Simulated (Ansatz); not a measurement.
TiC (rock salt)

```yaml
crystal:
  lattice:
    - [0.00000, 4.33303, 4.33303]
    - [2.16652, 2.16652, 4.33303]
    - [2.16652, 2.16652, 0.00000]
  atoms:
    - { symbol: C, position: [0.00000, 0.00000, 0.00000] }
    - { symbol: C, position: [0.50000, 0.00000, 0.00000] }
    - { symbol: Ti, position: [0.00000, 0.50000, 0.50000] }
    - { symbol: Ti, position: [0.50000, 0.50000, 0.50000] }
```

The atoms are displaced by Q × the pattern below (from a DFPT mode at X = (0.5, 0.5, 0.0), largest move 1; Q in Å), at fixed cell. (q is in reciprocal vectors of the primitive cell; the cell shown is doubled to hold the pattern.)

```json
[
 {"atom": "C1", "x": "0.000", "y": "0.000", "z": "1.000"},
 {"atom": "C2", "x": "0.000", "y": "0.000", "z": "-1.000"},
 {"atom": "Ti3", "x": "0.000", "y": "0.000", "z": "0.006"},
 {"atom": "Ti4", "x": "0.000", "y": "0.000", "z": "-0.006"}
]
```

Calculation: PBE (plane waves to 420 eV, PAW, scalar-relativistic; Ansatz, a quantum-chemistry and plane-wave program). k mesh 18×18×18 (Γ-centred), Fermi-Dirac smearing 0.05 eV. With partly filled bands, energies and forces of such displacements shift with the k mesh and the smearing. TiC is run without spin polarisation. TiC was relaxed with its symmetry unable to fall. 

```json
[
 {"Q (Å)": "-0.180", "−dE/dQ from forces (eV/Å)": "5.904"},
 {"Q (Å)": "-0.150", "−dE/dQ from forces (eV/Å)": "4.822"},
 {"Q (Å)": "-0.120", "−dE/dQ from forces (eV/Å)": "3.785"},
 {"Q (Å)": "-0.090", "−dE/dQ from forces (eV/Å)": "2.791"},
 {"Q (Å)": "-0.060", "−dE/dQ from forces (eV/Å)": "1.839"},
 {"Q (Å)": "-0.030", "−dE/dQ from forces (eV/Å)": "0.914"},
 {"Q (Å)": "0.000", "−dE/dQ from forces (eV/Å)": "0.000"},
 {"Q (Å)": "0.030", "−dE/dQ from forces (eV/Å)": "-0.914"},
 {"Q (Å)": "0.060", "−dE/dQ from forces (eV/Å)": "-1.840"},
 {"Q (Å)": "0.090", "−dE/dQ from forces (eV/Å)": "-2.791"},
 {"Q (Å)": "0.120", "−dE/dQ from forces (eV/Å)": "-3.785"},
 {"Q (Å)": "0.150", "−dE/dQ from forces (eV/Å)": "-4.822"},
 {"Q (Å)": "0.180", "−dE/dQ from forces (eV/Å)": "-5.904"}
]
```

### Question
What harmonic wavenumber does the curvature at Q = 0 give?

### Answer
587 cm⁻¹. E″ = 30.39 eV/Å², M = Σ mᵢ|uᵢ|² = 24.0 u, ν̃ = 521.5·√(|E″|/M).

(For displaced atoms, the force is minus the slope of the energy, and its curvature is a force constant, which sets phonon frequencies.)
